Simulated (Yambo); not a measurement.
Here is the system:

```
RbLuO2
1.0
    1.66561     0.96164     6.32898
   -1.66561     0.96164     6.32898
    0.00000    -1.92329     6.32898
O Rb Lu
2 1 1
Direct
  0.77399   0.77399   0.77399
  0.22601   0.22601   0.22601
  0.00000   0.00000   0.00000
  0.50000   0.50000   0.50000
```

Workflow: PBEsol (Quantum ESPRESSO, PseudoDojo norm-conserving, 100 Ry, scalar-relativistic), then G0W0 in Yambo (4×4×4 Γ-centred k mesh, bands 2 to 129 and a 8 Ry block in the screening, 129 bands in G with the Bruneval-Gonze terminator, plasmon pole fitted at 27.2 eV).

Problem. Give the PBEsol and G0W0 gaps between the band edges found on this mesh, and say where the edges lie.

Solution. Edges: Γ → F. PBEsol: 3.15 eV; G0W0: 3.74 eV. Convergence of the G0W0 settings was not tested. The 4f states are in the valence at their DFT position.

Geometry strained from the cell relaxed with PBEsol, atoms relaxed again.
